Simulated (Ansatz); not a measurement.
NiGe₂ in space group I4/mcm (No. 140; Ge on 8h, Ni on 4a) under volume change, plane-wave PAW PBE (Ansatz code), shape and atoms relaxed at each volume.

| V (Å³/atom) | E − E(relaxed) (meV/atom) | P (GPa) |
|---|---|---|
| 13.536 | 49.9 | 13.05 |
| 13.982 | 20.9 | 7.95 |
| 14.428 | 4.9 | 3.64 |
| 14.875 | 0.0 | 0.01 |
| 15.321 | 4.4 | -3.06 |
| 15.767 | 16.6 | -5.64 |
| 16.213 | 35.4 | -7.79 |

**Question.** What does a third-order Birch–Murnaghan fit give for V₀, B₀ and B′?

**Answer.** V₀ = 14.88 Å³/atom, B₀ = 111 GPa, B′ = 4.7.

The cell is a constructed one: a structure type filled with these elements; neither database checked (COD, Materials Project) lists it. Whether it is the stable phase at ambient conditions was not checked. Symmetry was held in the PBE relaxation; whether a distortion lowers the energy is not shown. The workflow began spin-polarised and lost its moments.

Potentials: the later of the program's two PAW sets.
